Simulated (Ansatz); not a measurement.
A relaxation computed with Ansatz, from input to last step.

```yaml
crystal:
  lattice:
    - [1.9160841553, 1.1062517028, 5.787064308]
    - [-1.9160841553, 1.1062517028, 5.787064308]
    - [0.0, -2.2125034057, 5.787064308]
  atoms:
    - { symbol: Tl, position: [0.75, 0.75, 0.75] }
    - { symbol: Tl, position: [0.25, 0.25, 0.25] }
    - { symbol: Ru, position: [0.0, 0.0, 0.0] }
basis:
  ecutwfc: 420
kpoints:
  mp_grid: { grid: [6, 6, 6] }
hamiltonian:
  xc: pbe
scf:
  occupations: { method: gaussian, width: 0.1 }
  lower_state_search: "off"
output:
  forces: true
  stress: true
  eigenvalues: true
relax:
  adjacent_minimum: "off"
  f_tol: 0.04
  max_steps: 70
  cell: { stress_tol: 0.4 }
```

```bash
ansatz run input.yaml --threads 1 --pin off --max-ram 2560MiB --backend cpu --events-out ev --progress --plain --runs-dir out
```

Computed with DFT PBE, scalar-relativistic, plane waves, PAW in Ansatz.

Of 14 frames 9 are shown, positions in Å and forces in eV/Å; the SCF threshold varies from step to step. Steps run on the plane waves of an earlier cell, with a Pulay correction in the pressure. The basis is chosen afresh for the last frame, the zero of the energies, and at times for earlier ones too; energy and pressure step there, also at an unchanged geometry. Here that happened at step 11 (-2 meV/atom, 0.2 GPa); the frames before carry an error of that size.

```xyz
3
Lattice="1.9161 1.1063 5.7871 -1.9161 1.1063 5.7871 0.0000 -2.2125 5.7871" Properties=species:S:1:pos:R:3:forces:R:3 pbc="T T T" step=1 free_energy_over_end_meV_per_atom=166.20 pressure_GPa=6.39
Tl    0.0000    0.0000   13.0209    0.0000    0.0000    1.4468
Tl    0.0000    0.0000    4.3403    0.0000    0.0000   -1.4468
Ru    0.0000    0.0000    0.0000    0.0000    0.0000    0.0000
3
Lattice="1.9378 1.1188 5.8441 -1.9378 1.1188 5.8441 0.0000 -2.2376 5.8441" Properties=species:S:1:pos:R:3:forces:R:3 pbc="T T T" step=2 free_energy_over_end_meV_per_atom=74.34 pressure_GPa=-3.15
Tl    0.0000    0.0000   13.3460    0.0000    0.0000   -0.0365
Tl    0.0000    0.0000    4.1864    0.0000    0.0000    0.0365
Ru    0.0000    0.0000    0.0000    0.0000    0.0000    0.0000
3
Lattice="1.8702 1.0798 5.7530 -1.8702 1.0798 5.7530 0.0000 -2.1595 5.7530" Properties=species:S:1:pos:R:3:forces:R:3 pbc="T T T" step=4 free_energy_over_end_meV_per_atom=58.27 pressure_GPa=0.22
Tl    0.0000    0.0000   13.2313    0.0000    0.0000   -0.3127
Tl    0.0000    0.0000    4.0276    0.0000    0.0000    0.3127
Ru    0.0000    0.0000    0.0000    0.0000    0.0000    0.0000
3
Lattice="1.8694 1.0793 5.8513 -1.8694 1.0793 5.8513 0.0000 -2.1586 5.8513" Properties=species:S:1:pos:R:3:forces:R:3 pbc="T T T" step=5 free_energy_over_end_meV_per_atom=51.94 pressure_GPa=0.00
Tl    0.0000    0.0000   13.4099    0.0000    0.0000    0.0296
Tl    0.0000    0.0000    4.1441    0.0000    0.0000   -0.0296
Ru    0.0000    0.0000    0.0000    0.0000    0.0000    0.0000
3
Lattice="1.7924 1.0348 6.2672 -1.7924 1.0348 6.2672 0.0000 -2.0696 6.2672" Properties=species:S:1:pos:R:3:forces:R:3 pbc="T T T" step=7 free_energy_over_end_meV_per_atom=26.78 pressure_GPa=-0.43
Tl    0.0000    0.0000   14.3774    0.0000    0.0000    0.1137
Tl    0.0000    0.0000    4.4243    0.0000    0.0000   -0.1137
Ru    0.0000    0.0000    0.0000    0.0000    0.0000    0.0000
3
Lattice="1.7266 0.9969 6.5561 -1.7266 0.9969 6.5561 0.0000 -1.9937 6.5561" Properties=species:S:1:pos:R:3:forces:R:3 pbc="T T T" step=8 free_energy_over_end_meV_per_atom=6.84 pressure_GPa=-0.39
Tl    0.0000    0.0000   15.0760    0.0000    0.0000   -0.1015
Tl    0.0000    0.0000    4.5925    0.0000    0.0000    0.1015
Ru    0.0000    0.0000    0.0000    0.0000    0.0000    0.0000
3
Lattice="1.6993 0.9811 6.7107 -1.6993 0.9811 6.7107 0.0000 -1.9622 6.7107" Properties=species:S:1:pos:R:3:forces:R:3 pbc="T T T" step=10 free_energy_over_end_meV_per_atom=4.01 pressure_GPa=0.01
Tl    0.0000    0.0000   15.4209    0.0000    0.0000    0.0022
Tl    0.0000    0.0000    4.7113    0.0000    0.0000   -0.0022
Ru    0.0000    0.0000    0.0000    0.0000    0.0000    0.0000
3
Lattice="1.6993 0.9811 6.7107 -1.6993 0.9811 6.7107 0.0000 -1.9622 6.7107" Properties=species:S:1:pos:R:3:forces:R:3 pbc="T T T" step=11 free_energy_over_end_meV_per_atom=1.65 pressure_GPa=0.24
Tl    0.0000    0.0000   15.4209    0.0000    0.0000    0.0042
Tl    0.0000    0.0000    4.7113    0.0000    0.0000   -0.0042
Ru    0.0000    0.0000    0.0000    0.0000    0.0000    0.0000
3
Lattice="1.6754 0.9673 6.9021 -1.6754 0.9673 6.9021 0.0000 -1.9346 6.9021" Properties=species:S:1:pos:R:3:forces:R:3 pbc="T T T" step=14 free_energy_over_end_meV_per_atom=0.00 pressure_GPa=0.06
Tl    0.0000    0.0000   15.8545    0.0000    0.0000   -0.0010
Tl    0.0000    0.0000    4.8518    0.0000    0.0000    0.0010
Ru    0.0000    0.0000    0.0000    0.0000    0.0000    0.0000
```

The start puts this composition into another compound's structure type, which needn't suit it. At the end the space group is R-3m (tolerance 0.05 Å).

The run took 45 s on 1 thread of Arm Neoverse V2, on a shared host, peak memory 0.37 GiB.

The k mesh is coarse. Spin–orbit coupling is left out, which can shift energies with elements as heavy as these.